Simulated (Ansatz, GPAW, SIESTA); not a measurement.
**One calculation of Cd3Se, 3 ways**

```xyz
4
Lattice="-2.0410 2.0410 6.0871 2.0410 -2.0410 6.0871 2.0410 2.0410 -6.0871" Properties=species:S:1:pos:R:3 pbc="T T T"
Cd    0.0000    0.0000    6.0871
Cd    2.0410    0.0000    3.0435
Cd    0.0000    2.0410    3.0435
Se    0.0000    0.0000    0.0000
```

The cell comes from a database or a generator and needn't be the stable form of this composition.

Alike in all runs: task single point; functional PBEsol; k mesh 9 × 9 × 9; occupations fermi-dirac, width 0.05 eV; no spin polarisation; no spin-orbit coupling. Pressure is positive in compression and, in plane waves, holds the error of the finite cutoff.

```tsv
program and potentials	plane-wave cutoff (eV)	notes	pressure (GPa)
Ansatz, all-electron LAPW, scalar-relativistic	-	-	-3.72
GPAW, PAW data sets generated for this functional	600	10.5 valence electrons an atom on average	?
SIESTA, files PseudoDojo sr-pbesol-0.4.1-standard, DZP (energy shift 0.003 Ry; two zetas on semicore shells)	-	atomic basis; 19 valence electrons an atom on average	-4.66
```

Question: Estimate from the other rows what the run with GPAW, PAW data sets generated for this functional gave.

Answer: Pressure -3.99 GPa. The other rows, which needn't bracket it: pressure -4.66 to -3.72.
